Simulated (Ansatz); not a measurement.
CaO (rock salt, Fm-3m), PBEsol (plane waves, PAW; program Ansatz): ε∞ = 3.86, cell volume 27.08 Å³. Infrared-active transverse modes:

```csv
ω_TO (cm⁻¹),oscillator strength S_xx (e²/amu)
272.9,0.4873
```

### Question
Compute the static dielectric constant.

### Answer
Each mode adds (4.921e7/V) S/ω²: 11.89. So ε0 = 15.7.

### Question
What LO frequency does the Lyddane–Sachs–Teller relation give?

### Answer
ω_LO = ω_TO √(ε0/ε∞) = 551 cm⁻¹.

Symmetry was held in the PBEsol relaxation; of distortions, only those at the zone centre were tested.

Potentials: the later of the program's two PAW sets.
